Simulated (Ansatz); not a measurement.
ScAl3 in space group I4/mmm (No. 139; Sc on 2a, Al on 4d, Al on 2b), the program Ansatz at the PBEsol level (PAW), all energies at zero smearing, with the estimated change up to a 700 eV cutoff added, with one set of potentials and settings (totals compare only within such a set). Cell of 4 atoms (1 Sc, 3 Al): -3686.520 eV.

```csv
element,reference phase,E (eV/atom)
Sc,"P6_3/mmc, 2 atoms in the cell",-2111.3699
Al,"Fm-3m, 1 atoms in the cell",-524.5507
```

Formation energy per atom, worked out: (-3686.520 − 1×(-2111.3699) − 3×(-524.5507))/4 = -0.374 eV/atom (-36 kJ per mol of atoms), at 0 K, without zero-point energy or fitted corrections.

The workflow started from a Materials Project entry (that database holds measured and hypothetical structures alike); the Crystallography Open Database copy checked does not list it. Whether it is the stable phase at ambient conditions was not checked. The cell was relaxed with PBEsol under the symmetry of its start; whether a distortion lowers the energy is not shown. The run is not spin-polarised. The references are the lowest solids computed at this level, not always the standard phases.

Potentials: the later of the program's two PAW sets.
